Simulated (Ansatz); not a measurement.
IrW:
```
IrW
1.0
    0.00000     2.57355     2.57355
    2.57355     0.00000     2.57355
    2.57355     2.57355     0.00000
Ir W
1 1
Direct
  0.00000   0.00000   0.00000
  0.50000   0.50000   0.50000
```

Relaxed with PBEsol. Special points in fractions of this cell's reciprocal vectors: Γ (0.000, 0.000, 0.000); X (0.500, 0.000, 0.500); U (0.625, 0.250, 0.625); K (0.375, 0.375, 0.750); L (0.500, 0.500, 0.500); W (0.500, 0.250, 0.750).

List the band energies nearest the Fermi level at these points for plane-wave PAW PBEsol with spin–orbit coupling (Ansatz code).

In eV from the Fermi level; about four levels below and three above (degenerate sets whole), none deeper than 8.9 eV; points with the same levels are listed once.

| k | below | above |
|---|---|---|
| Γ | -5.52 -5.52 -5.52 -5.52 -5.11 -5.11 | 2.37 2.37 2.37 2.37 |
| X | -1.66 -1.66 -1.49 -1.49 | 0.73 0.73 1.08 1.08 |
| U | -2.34 -2.34 -0.29 -0.29 | 0.37 0.37 0.81 0.81 |
| L | -1.93 -1.93 -0.79 -0.79 | 0.05 0.05 0.46 0.46 |
| W | -1.88 -1.88 -1.66 -1.66 | 0.72 0.72 0.90 0.90 |

Space group Fm-3m (rock salt). The start of the workflow was typed in or built on a structure type; neither database checked (COD, Materials Project) lists it. COD files the formula under space group No. 51. Its standing as an ambient phase is unchecked. The PBEsol relaxation kept the symmetry of its start. At this level the phase is mechanically unstable. The run is not spin-polarised. Its formation energy is positive at this level, so the cell may be metastable or incomplete.

Potentials: the later of the program's two PAW sets.
